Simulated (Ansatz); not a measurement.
MnGe₂ (fluorite or antifluorite type, Fm-3m) at seven volumes, DFT-PBE in the program Ansatz with PAW potentials, scaled uniformly. One row is withheld.

| V (Å³/atom) | P (GPa) |
|---|---|
| 15.341 | 10.68 |
| 15.846 | 6.62 |
| 16.352 | ? |
| 16.858 | -0.01 |
| 17.364 | -2.33 |
| 17.869 | -4.39 |
| 18.375 | -5.30 |

Question: Fit the shown pressures and predict the withheld one.

Answer: P = (3/2)B₀(x^(7/2) − x^(5/2))[1 + (3/4)(B′ − 4)(x − 1)] with x = (V₀/V)^(2/3). Least squares on the six rows gives V₀ = 16.855 Å³/atom, B₀ = 84.9 GPa, B′ = 6.49. At V = 16.352, x = 1.0204 and P = 2.84 GPa. The run itself gave 2.98 GPa.

The cell is a constructed one: a structure type filled with these elements; neither database checked (COD, Materials Project) lists it. Whether it is the stable phase at ambient conditions was not checked. The cell was relaxed with PBE under the symmetry of its start; whether a distortion lowers the energy is not shown. The final state is ferromagnetic, chosen from 3 collinear starts compared on coarse meshes (ties went to the first, and starts can fall back to one state), not a proven ground state.

Potentials: the later of the program's two PAW sets.
